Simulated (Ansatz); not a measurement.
BaCo₃ in the AuCu3-type structure

Method: PBEsol, scalar-relativistic; collinear spin; PAW, 420 eV, 8×8×8 k-mesh, Gaussian smearing of 0.05 eV; code Ansatz; PAW files: Ansatz's generated set soft_2.

Space group Pm-3m (No. 221). a = 3.921 Å, b = 3.921 Å, c = 3.921 Å, α = 90.00°, β = 90.00°, γ = 90.00°
```tsv
atom	site	symmetry	x	y	z
Ba	1a	m-3m	0.0000	0.0000	0.0000
Co	3c	4/mm.m	0.0000	0.5000	0.5000
```

The start was a prototype's sites filled with these elements, not a measured cell.

Magnetic state: ferromagnetic, site spin moments Co 1.36 μB.

**Question.** Which orbitals carry the states at the Fermi level, and how many states are there?

**Answer.** Within 0.1 eV of it: Co 3d 91 % (shares among the projected shells). The density of states at the Fermi level is about 7.4 states/eV per cell, averaged over 0.3 eV.

Density of states (tetrahedra, averaged over 0.3 eV; states/eV per cell of 4 atoms; energy in eV from the Fermi level; projections on Löwdin-orthogonalised atomic orbitals, summed over sites):

```tsv
E	total	Co 3d up	Co 3d down	Co 4s	Ba 6s	Ba 5p
-5.80	0.0	0.0	0.0	0.0	0.0	0.0
-5.50	0.1	0.0	0.0	0.0	0.0	0.0
-5.20	0.2	0.0	0.0	0.1	0.0	0.0
-4.90	0.2	0.0	0.0	0.1	0.1	0.0
-4.60	0.4	0.1	0.0	0.1	0.1	0.0
-4.30	0.6	0.1	0.0	0.2	0.1	0.0
-4.00	1.7	0.6	0.1	0.7	0.1	0.1
-3.70	3.3	1.0	0.3	1.6	0.1	0.1
-3.40	3.0	1.1	0.4	1.1	0.0	0.1
-3.10	3.8	2.7	0.3	0.5	0.0	0.0
-2.80	5.5	4.0	0.6	0.4	0.1	0.0
-2.50	6.8	4.2	1.2	0.6	0.2	0.1
-2.20	7.1	4.2	1.6	0.5	0.2	0.1
-1.90	6.9	3.9	2.2	0.2	0.1	0.0
-1.60	12.6	7.5	3.8	0.3	0.1	0.1
-1.30	13.3	8.4	3.8	0.2	0.2	0.2
-1.00	8.8	5.5	2.4	0.2	0.2	0.2
-0.70	7.1	3.2	3.2	0.2	0.1	0.1
-0.40	8.3	0.2	7.1	0.3	0.2	0.1
-0.10	7.9	0.1	6.8	0.3	0.2	0.2
0.20	6.6	0.1	5.6	0.3	0.2	0.2
0.50	4.1	0.1	3.2	0.2	0.2	0.1
0.80	3.0	0.0	2.4	0.2	0.2	0.0
1.10	0.6	0.0	0.2	0.1	0.1	0.0
1.40	0.5	0.1	0.1	0.1	0.1	0.0
1.70	1.2	0.3	0.0	0.6	0.1	0.0
2.00	1.9	0.4	0.0	1.0	0.0	0.1
2.30	1.7	0.3	0.0	0.7	0.1	0.0
2.60	4.7	0.3	1.0	1.5	0.1	0.1
2.90	3.4	0.2	0.6	0.8	0.1	0.1
3.20	3.6	0.1	0.6	0.4	0.1	0.0
3.50	2.6	0.1	0.3	0.1	0.0	0.0
3.80	2.5	0.1	0.2	0.1	0.0	0.0
4.10	2.2	0.1	0.2	0.1	0.0	0.0
4.40	1.5	0.0	0.1	0.1	0.0	0.0
4.70	1.2	0.0	0.1	0.0	0.0	0.0
5.00	0.9	0.0	0.1	0.0	0.0	0.0
```

Spin–orbit coupling, which matters for such heavy elements, is left out. Site moments are of spin, integrated over atomic spheres. Only parallel moments were tried, so the real magnetic order may be another.
